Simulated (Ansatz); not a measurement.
Y:
```cif
data_Y2
_chemical_formula_sum 'Y2'
_space_group_name_H-M_alt 'P63/mmc'
_space_group_IT_number 194
_space_group_name_Hall '-P 6c 2c'
_cell_length_a 3.59953
_cell_length_b 3.59953
_cell_length_c 5.57923
_cell_angle_alpha 90.000
_cell_angle_beta 90.000
_cell_angle_gamma 120.000
loop_
_atom_site_label
_atom_site_type_symbol
_atom_site_symmetry_multiplicity
_atom_site_Wyckoff_symbol
_atom_site_fract_x
_atom_site_fract_y
_atom_site_fract_z
_atom_site_occupancy
Y1 Y 2 c 0.33333 0.66667 0.25000 1
```

Relaxed with PBEsol.

Problem. Decompose the optical modes at the zone centre into irreducible representations, and say which are infrared and Raman allowed.

Solution. Point group 6/mmm: Γ_opt = B1g + E2g. Infrared: none. Raman: E2g.

Problem. Assign frequencies (DFPT, DFT-PBEsol in the program Ansatz with PAW potentials).

Solution. E2g 88, B1g 154 cm⁻¹.

Subscripts of B labels follow the axes of the standard setting.

Space group P6_3/mmc (hcp (Mg type)). Symmetry was held in the PBEsol relaxation; phonons on a q-mesh show no instability. The workflow began spin-polarised and lost its moments. As this level gives no gap, phonon frequencies hold no LO–TO term and depend on the k-mesh and smearing (Fermi–Dirac, 0.1 eV here).

Potentials: the earlier of the program's two PAW sets.
